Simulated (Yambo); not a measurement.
ScTaPb$_{2}$O$_{6}$ (space group Fm-3m, No. 225), G0W0@LDA in Yambo with this input:

```
rim_cut
gw0
dyson
el_el_corr
HF_and_locXC
ppa
em1d
RandQpts= 1000000
RandGvec= 1 Ry
EXXRLvcs= 84 Ry
VXCRLvcs= 336 Ry
Chimod= "HARTREE"
% BndsRnXp
 3 | 219 |
%
NGsBlkXp= 7 Ry
% LongDrXp
 1.0 | 1.0 | 1.0 |
%
PPAPntXp= 27.2114 eV
% GbndRnge
 1 | 219 |
%
GTermKind= "BG"
DysSolver= "n"
ExtendOut
```

On a 2×2×2 mesh, with wavefunctions cut at 84 Ry, the gap (X → X) is 3.030 eV and the valence edge shifts by -0.216 eV.

### Question
What happens with this change: wavefunctions cut at 25 Ry?

### Answer
The gap falls by 0.035 eV, to 2.995 eV; the shift of the valence edge becomes -0.183 eV. Neither run is shown to be the converged limit.

The standard potential for Pb keeps a d shell in the valence without the s and p states of that shell. In tests on such compounds this moved G0W0 gaps by up to about 0.9 eV, so absolute quasiparticle energies here are unreliable; differences between settings are what counts.

Spin-orbit coupling is not included.

Geometry of the Materials Project entry, not relaxed at this level; primitive cell a = 5.8057 Å, b = 5.8057 Å, c = 5.8057 Å, α = 60.00°, β = 60.00°, γ = 60.00°.

The structure is a Materials Project entry; no match was found in the copy of COD used, and its stability was not checked.

A shift is the quasiparticle energy of the state minus its LDA energy.
